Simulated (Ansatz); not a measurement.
Relaxed-ion elastic tensor of Cl in space group Pm-3m (No. 221; Cl on 1b) in GPa (Voigt order), r²SCAN (plane waves, PAW; program Ansatz); density 2.58 g/cm³, 22.81 Å³ per atom.

```
-119   119   119   0.0   0.0   0.0
 119  -119   119   0.0   0.0   0.0
 119   119  -119   0.0   0.0   0.0
 0.0   0.0   0.0   1.9   0.0   0.0
 0.0   0.0   0.0   0.0   1.9   0.0
 0.0   0.0   0.0   0.0   0.0   1.9
```

**Question.** Is the crystal mechanically stable?

**Answer.** No: the smallest eigenvalue of C is -238 GPa.

A made-up cell: these elements were put on the sites of a structure type; neither database checked (COD, Materials Project) lists it. It is not the usual solid phase (space group No. 64). Symmetry was held in the r²SCAN relaxation. At this level the phase is mechanically unstable. The substance is a gas or liquid at ambient conditions. As this level gives no gap, shear constants depend on the k-mesh and smearing (Fermi–Dirac, 0.1 eV here).

Potentials: the later of the program's two PAW sets.
